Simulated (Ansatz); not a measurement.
FeBiO3 in space group Ima2 (No. 46; Bi on 4b, Fe on 4a, O on 8c, O on 4b), PBE (plane waves, PAW; program Ansatz). The conduction-band minimum lies at V2, with 2 equivalent valleys. Second derivatives d²E/dk² of the lowest band at one valley (eV·Å²), along Cartesian directions:

| direction | d²E/dk² |
|---|---|
| [100] | 2.317 |
| [010] | 1.856 |
| [001] | 4.119 |
| [110] | 2.056 |
| [101] | 3.359 |
| [011] | 4.450 |

### Question
Find the principal effective masses, the density-of-states mass and the conductivity mass.

### Answer
Off-diagonal terms follow from H_xy = H[110] − (H_xx + H_yy)/2, and m*/mₑ = 7.620 eV·Å² over each eigenvalue: 1.6, 3.3, 6.7. One valley's DOS mass (m₁m₂m₃)^(1/3) = 3.3, conductivity mass 3/(Σ 1/mᵢ) = 2.8 mₑ.

### Question
What effective density of states Nc follows at 300 K for parabolic valleys?

### Answer
Nc = 2.509e19 × 2 × (3.3)^(3/2) ≈ 3.0e20 cm⁻³.

The start of the workflow was typed in or built on a structure type; neither database checked (COD, Materials Project) lists it. It is not the phase usual at ambient conditions (space group No. 161). The PBE relaxation kept the symmetry of its start, as lowered by the spin order; its stability against distortions is not shown here. The final state is antiferromagnetic, chosen from 3 collinear starts compared on coarse meshes (ties went to the first, and starts can fall back to one state), not a proven ground state. No Hubbard U is applied. Point labels and valley counts follow the cell and symmetry of the run, lower than the named group. Scalar-relativistic: spin–orbit coupling is off unless named, which matters more the heavier the elements.

Potentials: the later of the program's two PAW sets.

Edges and masses are those of Kohn–Sham bands, whose gap is no quasiparticle gap.
